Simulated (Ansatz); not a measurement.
SnSb: computed property card

SnSb:
```xyz
2
Lattice="0.0000 3.0189 3.0189 3.0189 0.0000 3.0189 3.0189 3.0189 0.0000" Properties=species:S:1:pos:R:3 pbc="T T T"
Sn     3.0189     3.0189     3.0189
Sb     0.0000     0.0000     0.0000
```

Space group Fm-3m (No. 225), rock salt; conventional cell a = b = c = 6.0378 Å, α = β = γ = 90.00°.

Method: LDA in the plane-wave PAW code Ansatz. Structure relaxed to zero pressure with the same functional. Other levels are named where they apply.

### Cell and energy

```yaml
volume_per_atom: 27.51 Å³
density: 7.26 g/cm³
Formation energy from the elements (no fitted shifts): -0.024 eV/atom
```

### Electronic structure

```yaml
electronic_character: metallic (no gap)
Density of states at the Fermi level: 0.41 states/eV per atom (mean over ±0.08 eV)
```

### Mechanics

```yaml
Bulk modulus (Birch–Murnaghan fit): 63.2 GPa
Pressure derivative B′: 4.9
Elastic constants (relaxed ions, GPa): C11 = 148, C12 = 20.3, C44 = 15.9
mechanical_stability: stable (all eigenvalues of C positive)
hill_bulk_and_shear_moduli: 62.9 and 28.9 GPa
Young's modulus: 75.2 GPa
Poisson's ratio: 0.30
debye_temperature_from_the_elastic_constants: 220 K
```

### Phonons

```yaml
highest_zone_centre_frequency: 85 cm^-1
zone_centre_stability: no imaginary mode at Γ
```

The workflow started from a Materials Project entry (that database holds measured and hypothetical structures alike); the Crystallography Open Database files this formula in space group No. 225, but the cells were not matched. Its standing as an ambient phase is unchecked. Symmetry was held in the LDA relaxation. As this level gives no gap, shear constants depend on the k-mesh and smearing (Fermi–Dirac, 0.1 eV here). As this level gives no gap, phonon frequencies hold no LO–TO term and depend on the k-mesh and smearing (Fermi–Dirac, 0.1 eV here). The references are the lowest solids computed at this level, not always the standard phases. Spin–orbit coupling is left out wherever it is not named.

Potentials: the later of the program's two PAW sets.
